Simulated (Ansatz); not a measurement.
antiAuCu3-structured Lu₃Si

The computed numbers are results of PBE, scalar-relativistic (no spin polarisation) in the plane-wave PAW code Ansatz at 420 eV, 8×8×8 k-mesh, Gaussian smearing of 0.05 eV. The datasets are Ansatz's generated set soft_2.

```yaml
crystal:
  lattice:
    - [4.52068, 0.00000, 0.00000]
    - [0.00000, 4.52068, 0.00000]
    - [0.00000, 0.00000, 4.52068]
  atoms:
    - { symbol: Lu, position: [0.00000, 0.50000, 0.50000] }
    - { symbol: Lu, position: [0.50000, 0.50000, 0.00000] }
    - { symbol: Lu, position: [0.50000, 0.00000, 0.50000] }
    - { symbol: Si, position: [0.00000, 0.00000, 0.00000] }
```

This is a trial structure made by placing the elements on a prototype's sites, so it needn't be the stable form.

The cell above was scaled in volume, its shape and atoms being fixed by the lattice's symmetry. Energies are counted from the cell above.

The cell is relaxed to zero pressure at this level.

| V (Å³/atom) | ΔE (meV/atom) | P from the stress (GPa) |
| --- | --- | --- |
| 21.826 | 14.85 | 3.96 |
| 22.173 | 7.61 | 2.77 |
| 22.635 | 1.81 | 1.31 |
| 23.097 | 0.00 | -0.01 |
| 23.559 | 1.85 | -1.22 |
| 24.021 | 6.99 | -2.31 |
| 24.713 | 20.26 | -3.77 |
| 25.406 | 39.36 | -5.02 |

Question: Do the energies and the pressures agree? Compare −ΔE/ΔV between neighbouring points (1 meV/Å³ = 0.1602 GPa) with the mean of their pressures.

Answer: 
```
interval (Å³/atom)  −ΔE/ΔV (GPa)  mean P (GPa)
    21.83 to 22.17           3.3           3.4
    22.17 to 22.63           2.0           2.0
    22.63 to 23.10           0.6           0.7
    23.10 to 23.56          -0.6          -0.6
    23.56 to 24.02          -1.8          -1.8
    24.02 to 24.71          -3.1          -3.0
    24.71 to 25.41          -4.4          -4.4
```
They differ by 0.03 GPa at most.

Question: What do the two routes give for V0, B0 and B0′?

Answer: A third-order Birch–Murnaghan fit of the energies: V0 = 23.09 Å³/atom, B0 = 63 GPa, B0′ = 3.9. A polynomial of P in ln V, with B = −dP/d ln V at P = 0: V0 = 23.09 Å³/atom, B0 = 63 GPa, B0′ = 3.8.

B0·V0 = 63.2 GPa × 23.09 Å³ = 9.10 eV/atom sets the scale: near the minimum ΔE ≈ ½ B0 V0 x², with x = V/V0 − 1, and a pressure of 0.6 GPa squeezes the volume by about 1 %. At the ends of the curve: x = −5.5 % predicts 13.6 meV/atom and the run gives 14.8; x = +10.0 % predicts 46.0 meV/atom and the run gives 39.4. The curve is steeper than the parabola on the compressed side and flatter on the expanded side: the bulk modulus rises with pressure.

These numbers lack spin–orbit coupling. The cell is a metal with an odd number of electrons, and spin polarisation wasn't tried.
